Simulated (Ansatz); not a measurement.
LaHg$_{2}$, DFT, PBEsol, all-electron PAW with datasets made for the crystal, scalar-relativistic (Ansatz 0.2.0), run on 1 thread of Arm Neoverse N1 on a shared host.

The cell comes from COD entry 1538192, which wasn't checked; take it as a given geometry. The listed cell was then made from it by scaling, straining or moving an atom.

Command: `ansatz run input.yaml --threads 1 --pin off --max-ram 4096MiB --backend cpu --events-out ev --progress --plain --runs-dir out`

```yaml
crystal:
  lattice:
    - [5.0592017655, 0.0, 0.0]
    - [-2.5296008827, 4.3813972517, 0.0]
    - [0.0, 0.0, 3.65]
  atoms:
    - { symbol: La, position: [0.0, 0.0, 0.0] }
    - { symbol: Hg, position: [0.3333333333, 0.6666666667, 0.45] }
    - { symbol: Hg, position: [0.6666666667, 0.3333333333, 0.55] }
kpoints:
  mp_grid: { grid: [10, 10, 11] }
scf:
  occupations: { method: fermi_dirac, width: 0.03 }
hamiltonian:
  xc: pbesol
  pseudopotentials: { kind: all_electron, datasets: crystal }
output:
  forces: true
  stress: true
  eigenvalues: true
  efg: { contact_densities: true }
```

Question: How large is the problem that the program sets up?

Answer: 124 irreducible k-points, 777 plane waves at Γ, 30 bands.

Question: Estimate the wall time and the peak memory.

Answer: 71 s of wall time for 10 SCF iterations, with a peak of 0.98 GiB. Times on shared machines scatter by tens of per cent.

Question: And the same cell and mesh by PAW (frozen-core files), asked for forces, stress, eigenvalues, efg, write_density, write_potential, elf, on the same hardware?

Answer: 40 s, peak memory 0.57 GiB.
